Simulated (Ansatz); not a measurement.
**InPt3, first-principles data**

InPt3:
```
CELL_PARAMETERS angstrom
      4.01430     0.00000     0.00000
      0.00000     4.01430     0.00000
      0.00000     0.00000     4.01430
ATOMIC_POSITIONS crystal
  In 0.00000 0.00000 0.00000
  Pt 0.00000 0.50000 0.50000
  Pt 0.50000 0.00000 0.50000
  Pt 0.50000 0.50000 0.00000
```

Space group Pm-3m (No. 221), Cu3Au type; conventional cell a = 4.0143 Å, b = 4.0143 Å, c = 4.0143 Å, α = 90.00°, β = 90.00°, γ = 90.00°.

Method: r²SCAN (plane waves, PAW; program Ansatz). Geometry: relaxed at this level of theory. Other levels are named where they apply.

**Cell and energy**

```
Property                                                       Value
-----------------------------------------------------  -------------
Volume per atom                                             16.17 Å³
Density                                                  17.97 g/cm³
Formation energy from the elements (no fitted shifts)  -0.44 eV/atom
```

**Electronic structure**

```
Quantity                                                                     Value
------------------------------------  --------------------------------------------
Electronic character                                             metallic (no gap)
Density of states at the Fermi level  0.80 states/eV per atom (mean over ±0.08 eV)
```

The first step of the workflow began from a Materials Project structure, measured or hypothetical; the Crystallography Open Database files this formula in space group No. 221, but the cells were not matched. Its standing as an ambient phase is unchecked. The r²SCAN relaxation kept the symmetry of its start; whether a distortion lowers the energy is not shown. No spin polarisation was allowed. The references are the lowest solids computed at this level, not always the standard phases. Spin–orbit coupling is left out wherever it is not named.

Potentials: the earlier of the program's two PAW sets.
